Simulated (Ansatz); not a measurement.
NaTl₃F₆:
```xyz
10
Lattice="0.0000 4.3862 4.3862 4.3862 0.0000 4.3862 4.3862 4.3862 0.0000" Properties=species:S:1:pos:R:3 pbc="T T T"
Na     0.0000     0.0000     0.0000
Tl     2.1931     2.1931     2.1931
Tl     6.5794     6.5794     6.5794
Tl     4.3862     4.3862     4.3862
F      2.2253     4.3862     4.3862
F      6.5472     4.3862     4.3862
F      4.3862     2.2253     4.3862
F      4.3862     6.5472     4.3862
F      4.3862     4.3862     2.2253
F      4.3862     4.3862     6.5472
```

Relaxed with r²SCAN. Special points in fractions of this cell's reciprocal vectors: Γ (0.000, 0.000, 0.000); X (0.500, 0.000, 0.500); U (0.625, 0.250, 0.625); K (0.375, 0.375, 0.750); L (0.500, 0.500, 0.500); W (0.500, 0.250, 0.750).

Task: List the band energies nearest the valence-band maximum at these points for r²SCAN with spin–orbit coupling (plane waves, PAW; program Ansatz).

Result: In eV from the valence-band maximum; about four levels below and three above (degenerate sets whole), none deeper than 8.9 eV; points with the same levels are listed once.

```
k                    below                above
-  -----------------------  -------------------
Γ  -0.69 -0.69 -0.69 -0.69  4.49 4.49 6.20 6.20
X    -0.01 -0.01 0.00 0.00  3.98 3.98 5.40 5.40
U  -0.03 -0.03 -0.03 -0.03  4.13 4.13 5.40 5.40
L  -0.27 -0.27 -0.25 -0.25  4.38 4.38 5.75 5.75
W  -0.01 -0.01 -0.01 -0.01  4.16 4.16 5.25 5.25
```

Space group Fm-3m. The workflow started from a Materials Project entry (that database holds measured and hypothetical structures alike); the Crystallography Open Database copy checked does not list it. Whether it is the stable phase at ambient conditions was not checked. Symmetry was held in the r²SCAN relaxation; whether a distortion lowers the energy is not shown.

Potentials: the later of the program's two PAW sets.
